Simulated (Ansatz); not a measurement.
## Pm (dhcp)

Computed with Ansatz (plane waves, PAW, 600 eV cutoff): LDA, scalar-relativistic, collinear spin, Γ-centred 14×14×4 mesh, 0.05 eV Gaussian smearing; PAW files: Ansatz's generated set soft_2.

```
Pm
1.0
     3.41726    0.00000    0.00000
    -1.70863    2.95943    0.00000
     0.00000    0.00000   11.02937
Pm
4
Cartesian
  0.0000 0.0000 0.0000
  0.0000 0.0000 5.5147
  0.0000 1.9730 2.7573
  1.7086 0.9865 8.2720
```

Magnetic state: ferromagnetic, site spin moments Pm 4.78, 4.74 μB.

The pressure at this geometry is 0.0 GPa.

Q: Which orbitals carry the states at the Fermi level, and how many states are there?

A: Within 0.1 eV of it: Pm 4f 90 %, Pm 5d 8 % (shares among the projected shells). The density of states at the Fermi level is about 42 states/eV per cell, averaged over 0.3 eV.

Density of states (tetrahedra, averaged over 0.3 eV; states/eV per cell of 4 atoms; energy in eV from the Fermi level; projections on Löwdin-orthogonalised atomic orbitals, summed over sites):

| E | total | Pm 4f up | Pm 5d up | Pm 5d down | Pm 4f down | Pm 6s |
| --- | --- | --- | --- | --- | --- | --- |
| -4.30 | 0.0 | 0.0 | 0.0 | 0.0 | 0.0 | 0.0 |
| -4.00 | 0.0 | 0.0 | 0.0 | 0.0 | 0.0 | 0.0 |
| -3.70 | 0.1 | 0.0 | 0.0 | 0.0 | 0.0 | 0.1 |
| -3.40 | 0.1 | 0.0 | 0.0 | 0.0 | 0.0 | 0.1 |
| -3.10 | 0.2 | 0.0 | 0.0 | 0.0 | 0.0 | 0.2 |
| -2.80 | 0.3 | 0.0 | 0.0 | 0.0 | 0.0 | 0.2 |
| -2.50 | 0.5 | 0.0 | 0.1 | 0.0 | 0.0 | 0.3 |
| -2.20 | 1.6 | 0.0 | 0.9 | 0.0 | 0.0 | 0.5 |
| -1.90 | 2.8 | 0.1 | 1.8 | 0.0 | 0.0 | 0.6 |
| -1.60 | 3.8 | 0.3 | 2.5 | 0.2 | 0.0 | 0.6 |
| -1.30 | 4.7 | 0.5 | 2.2 | 1.1 | 0.0 | 0.6 |
| -1.00 | 6.2 | 1.2 | 2.4 | 1.7 | 0.0 | 0.5 |
| -0.70 | 10.1 | 4.6 | 2.3 | 2.3 | 0.1 | 0.5 |
| -0.40 | 30.5 | 26.2 | 1.5 | 2.0 | 0.1 | 0.4 |
| -0.10 | 40.9 | 36.3 | 1.3 | 2.3 | 0.2 | 0.4 |
| 0.20 | 22.8 | 18.9 | 1.4 | 1.9 | 0.2 | 0.2 |
| 0.50 | 5.8 | 1.7 | 1.4 | 2.1 | 0.3 | 0.1 |
| 0.80 | 5.1 | 0.9 | 1.7 | 1.7 | 0.4 | 0.1 |
| 1.10 | 6.9 | 0.7 | 2.4 | 2.5 | 0.9 | 0.3 |
| 1.40 | 5.7 | 0.4 | 2.2 | 1.6 | 1.0 | 0.3 |
| 1.70 | 7.8 | 0.4 | 3.5 | 1.7 | 1.6 | 0.4 |
| 2.00 | 7.6 | 0.1 | 2.1 | 1.8 | 2.9 | 0.4 |
| 2.30 | 9.3 | 0.1 | 2.8 | 1.3 | 4.5 | 0.4 |

Without a U the open 4f shell is pinned at the Fermi level, an artefact: in the real crystal it splits into occupied and empty levels away from it, and its large orbital moment is missing here. No spin–orbit coupling, a notable omission for heavy elements. The run wasn't fully tested for a lower electronic state. Site moments are of spin, integrated over atomic spheres.

A lower state of the open shells can't be excluded, and forces and pressures are less sure for it.
